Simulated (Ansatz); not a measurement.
Here is the system:

TcPt₃:
```yaml
crystal:
  lattice:
    - [-1.93762, 1.93762, 3.96378]
    - [1.93762, -1.93762, 3.96378]
    - [1.93762, 1.93762, -3.96378]
  atoms:
    - { symbol: Tc, position: [0.00000, 0.00000, 0.00000] }
    - { symbol: Pt, position: [0.75000, 0.25000, 0.50000] }
    - { symbol: Pt, position: [0.25000, 0.75000, 0.50000] }
    - { symbol: Pt, position: [0.50000, 0.50000, 0.00000] }
```

This is the r²SCAN-relaxed structure.

All from DFT-r²SCAN in the program Ansatz with PAW potentials, unless another level is named. Give the density of states at the Fermi level.

0.74 states/eV per atom (mean over ±0.08 eV).

Give the formation energy from the elements (no fitted shifts).

-0.12 eV/atom.

Space group I4/mmm. The workflow started from a Materials Project entry (that database holds measured and hypothetical structures alike); the Crystallography Open Database copy checked does not list it. With Tc and Pt taken as one species the cell has the higher symmetry Fm-3m, so it may be an ordered model of a mixed-site phase. Whether it is the stable phase at ambient conditions was not checked. The r²SCAN relaxation kept the symmetry of its start; its stability against distortions is not shown here. The run is not spin-polarised. The references are the lowest solids computed at this level, not always the standard phases. Scalar-relativistic: spin–orbit coupling is off unless named, which matters more the heavier the elements.

Potentials: the later of the program's two PAW sets.
